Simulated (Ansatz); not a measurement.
LiGeN:
```xyz
6
Lattice="2.9869 0.0000 0.0000 -1.4935 2.5868 0.0000 0.0000 0.0000 9.3538" Properties=species:S:1:pos:R:3 pbc="T T T"
Li     1.4935     0.8623     6.9521
Li     0.0000     1.7245     2.2752
Ge     0.0000     0.0000     4.6658
Ge     0.0000     0.0000     9.3427
N      0.0000     1.7245     5.6365
N      1.4935     0.8623     0.9596
```

Relaxed with r²SCAN.

### Question
Give the Bader charges and basin volumes of the independent atoms, r²SCAN (plane waves, PAW; program Ansatz).

### Answer


| atom | Bader charge (e) | Bader volume (Å³) |
|---|---|---|
| Li1 | +0.89 | 3.4 |
| Ge3 | +0.86 | 17.8 |
| N5 | -1.74 | 14.9 |

Space group P6_3mc. The workflow started from a Materials Project entry (that database holds measured and hypothetical structures alike); the Crystallography Open Database copy checked does not list it. Whether it is the stable phase at ambient conditions was not checked. The r²SCAN relaxation kept the symmetry of its start; its stability against distortions is not shown here.

Potentials: the later of the program's two PAW sets.
